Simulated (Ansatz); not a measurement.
Mg₃SnO:
```xyz
5
Lattice="4.3916 0.0000 0.0000 0.0000 4.3916 0.0000 0.0000 0.0000 4.3916" Properties=species:S:1:pos:R:3 pbc="T T T"
Sn     0.0000     0.0000     0.0000
O      2.1958     2.1958     2.1958
Mg     2.1958     2.1958     0.0000
Mg     2.1958     0.0000     2.1958
Mg     0.0000     2.1958     2.1958
```

Relaxed with PBE. Special points in fractions of this cell's reciprocal vectors: Γ (0.000, 0.000, 0.000); X (0.000, 0.500, 0.000); M (0.500, 0.500, 0.000); R (0.500, 0.500, 0.500).

Problem. List the band energies nearest the Fermi level at these points for PBE in the plane-wave PAW code Ansatz.

Solution. In eV from the Fermi level; about four levels below and three above (degenerate sets whole), none deeper than 8.9 eV; points with the same levels are listed once.

```json
[
 {"k": "Γ", "below": "-5.68 -5.68 -5.68 -0.40 -0.40 -0.40", "above": "0.54 0.54 1.53"},
 {"k": "X", "below": "-5.00 -4.85 -0.57 -0.57", "above": "1.78 2.91 3.21"},
 {"k": "M", "below": "-5.43 -2.55 -2.55 -0.70", "above": "0.50 2.52 2.91 2.91"},
 {"k": "R", "below": "-6.12 -6.12 -6.12 -3.41 -3.41 -3.41", "above": "1.47 1.47 1.47"}
]
```

Space group Pm-3m (anti-perovskite). The start of the workflow was typed in or built on a structure type; neither database checked (COD, Materials Project) lists it. Whether it is the stable phase at ambient conditions was not checked. Symmetry was held in the PBE relaxation; whether a distortion lowers the energy is not shown. Scalar-relativistic: spin–orbit coupling is off unless named, which matters more the heavier the elements.

Potentials: the earlier of the program's two PAW sets.
